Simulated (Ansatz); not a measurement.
GaN:
```
CELL_PARAMETERS angstrom
     -1.42754     1.42754     2.46865
      1.42754    -1.42754     2.46865
      1.42754     1.42754    -2.46865
ATOMIC_POSITIONS crystal
  Ga 0.75614 0.75614 0.00000
  N  0.35886 0.35886 0.00000
```

The program Ansatz at the PBEsol level (PAW) gives a gap of 0.16 eV without spin–orbit coupling, maximum on the S0–Γ line, 39 % of the way from S0, minimum at X.

Problem. What happens when spin–orbit coupling is switched on?

Solution. The gap closes at this level.

Space group I4mm. The workflow started from a Materials Project entry (that database holds measured and hypothetical structures alike); the Crystallography Open Database copy checked does not list it. It is not the phase usual at ambient conditions (space group No. 186, 216). The cell was relaxed with PBEsol under the symmetry of its start; whether a distortion lowers the energy is not shown.

Potentials: the earlier of the program's two PAW sets.
